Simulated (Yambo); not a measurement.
Rb2NaYF6 (space group Fm-3m, No. 225), G0W0@LDA (Yambo, plasmon pole, terminator in G, 2×2×2 mesh): gap Γ → Γ in eV by bands and screening block.

```
bands (W and G)        2 Ry   3 Ry        4 Ry   6 Ry        7 Ry
---------------  ----------  -----  ----------  -----  ----------
74                    11.62  11.10       10.93  10.72       10.69
107              (withheld)  10.68       10.53  10.36       10.34
156                   10.97  10.47       10.33  10.19  (withheld)
214                   10.89  10.38  (withheld)  10.13       10.12
272                   10.87  10.34       10.21  10.10       10.10
```

Question: Estimate the withheld gaps from their neighbours; the computed values follow.

Answer: 
- 107, 2 Ry: 11.18
- 156, 7 Ry: 10.17
- 214, 4 Ry: 10.25

The largest settings aren't shown to be the converged limit.

Geometry of the Materials Project entry, not relaxed at this level; primitive cell a = b = c = 6.383 Å, α = β = γ = 60.00°.
